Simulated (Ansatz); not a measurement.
PbS (zinc blende, F-43m) at seven volumes, r²SCAN (plane waves, PAW; program Ansatz), scaled uniformly. One row is withheld.

```csv
V (Å³/atom),P (GPa)
32.729,4.41
33.808,2.71
34.887,1.25
35.966,0.00
37.045,-1.07
38.124,-1.99
39.203,?
```

Task: Fit the shown pressures and predict the withheld one.

Result: P = (3/2)B₀(x^(7/2) − x^(5/2))[1 + (3/4)(B′ − 4)(x − 1)] with x = (V₀/V)^(2/3). Least squares on the six rows gives V₀ = 35.967 Å³/atom, B₀ = 38.5 GPa, B′ = 4.10. At V = 39.203, x = 0.9442 and P = -2.78 GPa. The run itself gave -2.77 GPa.

The start of the workflow was typed in or built on a structure type; neither database checked (COD, Materials Project) lists it. It is not the phase usual at ambient conditions (space group No. 225). Symmetry was held in the r²SCAN relaxation. At this level the phase is mechanically unstable. Spin–orbit coupling is left out wherever it is not named.

Potentials: the earlier of the program's two PAW sets.
